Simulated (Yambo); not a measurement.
Yambo run on Rb2NaScF6 (space group Fm-3m, No. 225). The wavefunctions are norm-conserving LDA (Quantum ESPRESSO, 88 Ry, without SOC) ones on a 2×2×2 mesh (40 occupied bands); a = 6.187 Å, b = 6.187 Å, c = 6.187 Å, α = 60.00°, β = 60.00°, γ = 60.00°.

Yambo input:

```
rim_cut
gw0
dyson
el_el_corr
HF_and_locXC
ppa
em1d
RandQpts= 1000000
RandGvec= 1 Ry
FFTGvecs= 20 Ry
EXXRLvcs= 88 Ry
VXCRLvcs= 352 Ry
Chimod= "HARTREE"
% BndsRnXp
 3 | 317 |
%
NGsBlkXp= 8 Ry
% LongDrXp
 1.0 | 1.0 | 1.0 |
%
PPAPntXp= 27.2114 eV
% GbndRnge
 1 | 317 |
%
GTermKind= "BG"
DysSolver= "n"
ExtendOut
% QPkrange
 1 | 1 | 40 | 41 |
%
```

k points by index: 1 = Γ.

The o-*.qp file then holds:

```
#    K-point    Band    Eo [eV]    E [eV]    E-Eo [eV]    Vxc [eV]    Vnlxc [eV]    Sc|Eo [eV]    Sc|E [eV]    dSc/dw|Eo [eV]    Re(Z)    Im(Z)
#
    1    40    0.000000    -2.119346    -2.119346    -20.45522    -27.15350    4.120848    4.578941    -5.881223    0.822278    -0.001364
    1    41    6.547501    8.218977    1.671476    -9.330113    -4.377544    -3.076842    -3.281092    -3.325026    0.891112    -0.644291E-3
```
(The two width columns are left out.) Convergence of these settings isn't established.

Geometry of the Materials Project entry, not relaxed at this level.

The structure is a Materials Project entry; no match was found in the copy of COD used, and its stability was not checked.
